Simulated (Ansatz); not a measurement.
Cu₃Sn in space group Pmmn (No. 59; Cu on 2b, Cu on 4e, Sn on 2a) at seven volumes, the program Ansatz at the r²SCAN level (PAW), shape and atoms relaxed at each. One row is withheld.

| V (Å³/atom) | P (GPa) |
|---|---|
| 12.761 | 14.93 |
| 13.182 | 8.97 |
| 13.602 | 4.05 |
| 14.023 | 0.00 |
| 14.444 | ? |
| 14.864 | -5.96 |
| 15.285 | -8.13 |

Question: Fit the shown pressures and predict the withheld one.

Answer: P = (3/2)B₀(x^(7/2) − x^(5/2))[1 + (3/4)(B′ − 4)(x − 1)] with x = (V₀/V)^(2/3). Least squares on the six rows gives V₀ = 14.025 Å³/atom, B₀ = 121 GPa, B′ = 5.69. At V = 14.444, x = 0.9806 and P = -3.28 GPa. The run itself gave -3.30 GPa.

The workflow started from a Materials Project entry (that database holds measured and hypothetical structures alike); the Crystallography Open Database files this formula in space group No. 59, but the cells were not matched. Whether it is the stable phase at ambient conditions was not checked. Symmetry was held in the r²SCAN relaxation; whether a distortion lowers the energy is not shown. No spin polarisation was allowed. Spin–orbit coupling is left out wherever it is not named.

Potentials: the later of the program's two PAW sets.
